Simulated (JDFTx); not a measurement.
CuAu(100) slab cut from bulk CuAu (space group P4/mmm, indices of the conventional cell, lattice of the Materials Project entry mp-522, not re-optimised): 7 atoms in 7 planes, a 1x1 cell of 10.21 Å² (|a| = 2.851, |b| = 3.582 Å), 8.2 Å between the outermost planes, Cu outermost, slab composition Cu4Au3, cell height 24.6 Å, 8×6×1 k mesh, Fermi smearing 0.01 Ha, no spin polarisation. Whether this polymorph is the ambient one wasn't checked.

Level of theory: PBE, GBRV ultrasoft potentials, plane waves to 20/100 Ha; code: a modified build of JDFTx. Liquid: linear PCM (GLSSA13), water, 2 M KCl; nuclei fixed. Potentials are counted from the potential of zero charge; σ repeats to about 1 %.

```
U − U_pzc (V)  σ (μC/cm², per face)
-------------  --------------------
-0.91                      withheld
-0.71                        -10.85
0.29                           5.12
0.49                           8.94
0.69                          13.07
0.78                          15.00
```

Task: Fit σ = C₀x + bx² (x = U − U_pzc) to the other rows by least squares, predict the withheld value, and compare with the run.

Result: The fit gives C₀ (μF/cm²) = 17.1, b (μF/cm²/V) = 2.63, with a root-mean-square miss of 0.05 μC/cm² on its own rows. It predicts -13.4 μC/cm²; the run gives -13.6 μC/cm², a miss of 0.2 μC/cm².
